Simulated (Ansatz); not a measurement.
Given:

Ge:
```
CELL_PARAMETERS angstrom
      0.00000     6.30149     6.30149
      6.30149     0.00000     6.30149
      6.30149     6.30149     0.00000
ATOMIC_POSITIONS crystal
  Ge 0.57137 0.28590 0.57137
  Ge 0.96410 0.67863 0.67863
  Ge 0.57137 0.57137 0.28590
  Ge 0.67863 0.96410 0.67863
  Ge 0.57137 0.57137 0.57137
  Ge 0.67863 0.67863 0.67863
  Ge 0.28590 0.57137 0.57137
  Ge 0.67863 0.67863 0.96410
```

This is the r²SCAN-relaxed structure.

Question: All from DFT-r²SCAN in the program Ansatz with PAW potentials, unless another level is named. Give the electronic character.

Answer: metallic (no gap).

Question: What about the density of states at the Fermi level?

Answer: 0.23 states/eV per atom (mean over ±0.08 eV).

Question: Give the gap with spin–orbit coupling.

Answer: none (metallic).

Space group Fd-3m. The start of the workflow was typed in or built on a structure type. Its sites differ from those of the usual phase in this space group: another stacking or structure type. The cell was relaxed with r²SCAN under the symmetry of its start; whether a distortion lowers the energy is not shown. The volume moved by 44 % from the start of the relaxation. Scalar-relativistic: spin–orbit coupling is off unless named, which matters more the heavier the elements.

Potentials: the later of the program's two PAW sets.
